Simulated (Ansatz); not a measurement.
This Mg3CdTe4 structure is the end of a relaxation. The cell was found from a structure generator's guess, not taken from experiment.

All numbers below come from DFT PBE, scalar-relativistic, plane waves, PAW in Ansatz 0.2.0. Cutoff 420 eV, Γ-centred mesh, Gaussian smearing, no spin polarisation.

```cif
data_structure
_symmetry_space_group_name_H-M 'P 1'
_symmetry_Int_Tables_number 1
_cell_length_a 4.2681
_cell_length_b 4.2681
_cell_length_c 13.8543
_cell_angle_alpha 90.000
_cell_angle_beta 90.000
_cell_angle_gamma 120.000
_cell_volume 218.56
loop_
_atom_site_label
_atom_site_type_symbol
_atom_site_fract_x
_atom_site_fract_y
_atom_site_fract_z
_atom_site_occupancy
Mg1 Mg 0.00000 0.00000 0.00000 1
Mg2 Mg 0.00000 0.00000 0.75221 1
Mg3 Mg 0.00000 0.00000 0.24779 1
Cd1 Cd 0.00000 0.00000 0.50000 1
Te1 Te 0.33333 0.66667 0.87641 1
Te2 Te 0.33333 0.66667 0.36979 1
Te3 Te 0.66667 0.33333 0.12359 1
Te4 Te 0.66667 0.33333 0.63021 1
```

Energies over the elements count from the elements' standard structures at the same level, with no fitted energy shifts.

(1) What space group does it have?

(2) How far does it lie from the elements in energy?

(3) Is it a metal?

Results:

(1) P-3m1 (No. 164), with Mg and Cd ordered on nickel arsenide sites. Conventional cell: a = 4.268 Å, c = 13.854 Å. Mg on a site of symmetry -3m is surrounded by 6 Te at 3.00 Å and 2 Mg at 3.43 Å; Mg on a site of symmetry 3m has 6 Te at 2.99–3.01 Å, 1 Mg at 3.43 Å and 1 Cd at 3.49 Å; around Cd lie 6 Te at 3.05 Å and 2 Mg at 3.49 Å; Te on its first site is surrounded by 6 Mg at 3.00–3.01 Å; 1 more site not described.

(2) −0.684 eV/atom. It lies below the elements, which doesn't yet make it stable against other compounds or structures.

(3) No, the gap on the 12×12×4 mesh is 0.38 eV.

The last run used a 12×12×4 mesh (in the run's order of axes) for its 8-atom cell and Gaussian smearing of 0.02 eV. These runs have no spin–orbit coupling, which can matter for Te. Kohn–Sham gaps at this level usually fall short of measured ones. The missing spin–orbit coupling can work the other way here. The reference form of Te is held partly by dispersion forces, which this level lacks. Small gaps are read on the mesh alone, and bands can cross between its points. A later test with randomly moved atoms came back to the same energy, though modes that don't fit the test's cell weren't probed.
